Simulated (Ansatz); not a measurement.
**Mixing Lu and Y in the structure of LuNi4Au**

Level of theory: PBEsol, no spin polarisation, scalar-relativistic; Ansatz, plane waves to 420 eV (PAW set soft_2), k-mesh 4×4×4.

End member LuNi4Au, relaxed:

```yaml
crystal:
  lattice:
    - [0.00000, 0.00000, 6.81182]
    - [0.00000, -6.81182, 0.00000]
    - [6.81182, 0.00000, 0.00000]
  atoms:
    - { symbol: Au, position: [0.25000, 0.25000, 0.75000] }
    - { symbol: Au, position: [0.25000, 0.75000, 0.25000] }
    - { symbol: Au, position: [0.75000, 0.25000, 0.25000] }
    - { symbol: Au, position: [0.75000, 0.75000, 0.75000] }
    - { symbol: Lu, position: [0.00000, 0.00000, 0.00000] }
    - { symbol: Lu, position: [0.00000, 0.50000, 0.50000] }
    - { symbol: Lu, position: [0.50000, 0.00000, 0.50000] }
    - { symbol: Lu, position: [0.50000, 0.50000, 0.00000] }
    - { symbol: Ni, position: [0.37550, 0.87550, 0.87550] }
    - { symbol: Ni, position: [0.37550, 0.37550, 0.37550] }
    - { symbol: Ni, position: [0.87550, 0.87550, 0.37550] }
    - { symbol: Ni, position: [0.87550, 0.37550, 0.87550] }
    - { symbol: Ni, position: [0.62450, 0.12450, 0.87550] }
    - { symbol: Ni, position: [0.62450, 0.62450, 0.37550] }
    - { symbol: Ni, position: [0.12450, 0.12450, 0.37550] }
    - { symbol: Ni, position: [0.12450, 0.62450, 0.87550] }
    - { symbol: Ni, position: [0.62450, 0.87550, 0.12450] }
    - { symbol: Ni, position: [0.62450, 0.37550, 0.62450] }
    - { symbol: Ni, position: [0.12450, 0.87550, 0.62450] }
    - { symbol: Ni, position: [0.12450, 0.37550, 0.12450] }
    - { symbol: Ni, position: [0.37550, 0.12450, 0.12450] }
    - { symbol: Ni, position: [0.37550, 0.62450, 0.62450] }
    - { symbol: Ni, position: [0.87550, 0.12450, 0.62450] }
    - { symbol: Ni, position: [0.87550, 0.62450, 0.12450] }
```

The end members, relaxed in this structure: Lu: 13.17 Å³ an atom; Y: 13.52 Å³ an atom. The 4 Lu sites of a small cell are then shared in one or more ways, and cell and atoms relax.

Problem. Do the two mix?

Solution. 

| sites taken | mixing energy (meV a mixed site) | volume (Å³ an atom) | volume over the mean of the ends (%) |
| --- | --- | --- | --- |
| 3 Lu, 1 Y | 2.1 | 13.26 | 0.1 |
| 2 Lu, 2 Y | 2.6 | 13.33 | -0.1 |
| 1 Lu, 3 Y | 1.9 | 13.43 | 0.0 |

Mixing costs or gains less than 20 meV a site, which is within the noise of k mesh and relaxation, so the sign isn't settled. Ideal mixing entropy is worth up to 18 meV a site at 300 K and 60 meV at 1000 K, so the crystal should mix when hot. In the cell and mesh used here the end members stand at 0.01 and -0.02 GPa, the mixed cells at up to 0.13 GPa, so excess volumes under about 1 % aren't settled.

One relaxed mixed cell (YLu3Ni16Au4):

```
mixed
1.0
    -0.0003    0.0003    6.8281
     0.0000   -6.8284   -0.0003
     6.8274    0.0000   -0.0003
Au Lu Y Ni
4 3 1 16
Direct
  0.2487 0.2484 0.7466
  0.2483 0.7519 0.2504
  0.7520 0.2483 0.2504
  0.7518 0.7520 0.7468
  0.0002 0.0003 0.9984
  0.0001 0.5002 0.4986
  0.5001 0.0001 0.4984
  0.5001 0.5003 0.9986
  0.3749 0.8771 0.8733
  0.3751 0.3749 0.3755
  0.8757 0.8759 0.3740
  0.8770 0.3750 0.8735
  0.6253 0.1232 0.8732
  0.6253 0.6255 0.3758
  0.1247 0.1245 0.3740
  0.1230 0.6253 0.8734
  0.6252 0.8771 0.1236
  0.6254 0.3749 0.6214
  0.1247 0.8758 0.6228
  0.1231 0.3752 0.1239
  0.3749 0.1234 0.1234
  0.3748 0.6251 0.6216
  0.8759 0.1246 0.6230
  0.8771 0.6254 0.1238
```

Caveats: a metal with Cr, Mn, Fe, Co or Ni was run without spin, and may be magnetic; a small cell repeats its arrangement periodically, so this isn't a truly random crystal; the end members kept the symmetry of the structure while the mixed cells were free to distort, which can lower these; an end member made by putting another element on the site need not exist, and other phases weren't compared.
